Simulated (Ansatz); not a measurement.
Theory: DFT PBE, scalar-relativistic, plane waves, PAW in Ansatz. Cutoff 420 eV, Γ-centred meshes of about 0.25 Å⁻¹ or finer for metals and 0.3 Å⁻¹ for insulators (2π included), Gaussian smearing. No spin polarisation.

A search over trial structures of Mg₂Si₃N₃ gave this relaxed cell.

```xyz
8
Lattice="2.9609 -3.4005 0.0000 2.9609 3.4005 0.0000 0.0000 0.0000 5.5767" Properties=species:S:1:pos:R:3 pbc="T T T"
Mg    4.4494    0.0000    3.7969
Mg    1.4724    0.0000    3.7969
Si    2.9609   -1.5160    1.5527
Si    0.0000    0.0000    0.2443
Si    2.9609    1.5160    1.5527
N     2.9609    0.0000    0.6132
N     1.4804    1.7002    2.5867
N     1.4804   -1.7002    2.5867
```

Wave vectors count in units of this cell's reciprocal vectors.

Question: Is this structure dynamically stable, and if not, what does it turn into?

Answer: No. The phonons on a 2×2×1 q mesh of the computed 8-atom cell go imaginary, to 210i cm⁻¹ at q = (0.00, -0.50, 0.00). (Phonon run: 8×8×6 k mesh, Gaussian smearing of 0.10 eV.) With atoms moved at random and symmetry off, it falls by 92 meV/atom into Cm (No. 8). Conventional cell: a = 5.829 Å, b = 6.702 Å, c = 5.950 Å, β = 105.3°. Mg on its first site is surrounded by 2 N at 2.09 Å and 1 Si at 2.53 Å; around Mg on its second site lie 3 N at 2.20–2.31 Å and 1 Si at 2.74 Å; Si on a site of symmetry 1 has 3 N at 1.77–1.80 Å and 1 Si at 2.37 Å; N on a site of symmetry m is surrounded by 2 Si at 1.80 Å, 1 Si at 1.92 Å and 1 Mg at 2.31 Å; 2 more sites not described.

```cif
data_structure
_symmetry_space_group_name_H-M 'P 1'
_symmetry_Int_Tables_number 1
_cell_length_a 4.4411
_cell_length_b 4.4411
_cell_length_c 5.9499
_cell_angle_alpha 99.995
_cell_angle_beta 99.995
_cell_angle_gamma 97.973
_cell_volume 112.08
loop_
_atom_site_label
_atom_site_type_symbol
_atom_site_fract_x
_atom_site_fract_y
_atom_site_fract_z
_atom_site_occupancy
Mg1 Mg 0.15972 0.15972 0.37087 1
Mg2 Mg 0.64901 0.64901 0.26741 1
Si1 Si 0.75150 0.28848 0.72100 1
Si2 Si 0.20566 0.20566 0.95993 1
Si3 Si 0.28848 0.75150 0.72100 1
N1 N 0.49720 0.49720 0.86737 1
N2 N 0.49741 0.94985 0.54619 1
N3 N 0.94985 0.49741 0.54619 1
```

An odd number of electrons in the primitive cell allows no gap without spin; a larger cell or a magnetic state could open one. Phonons of metals hang on the k mesh and the smearing.
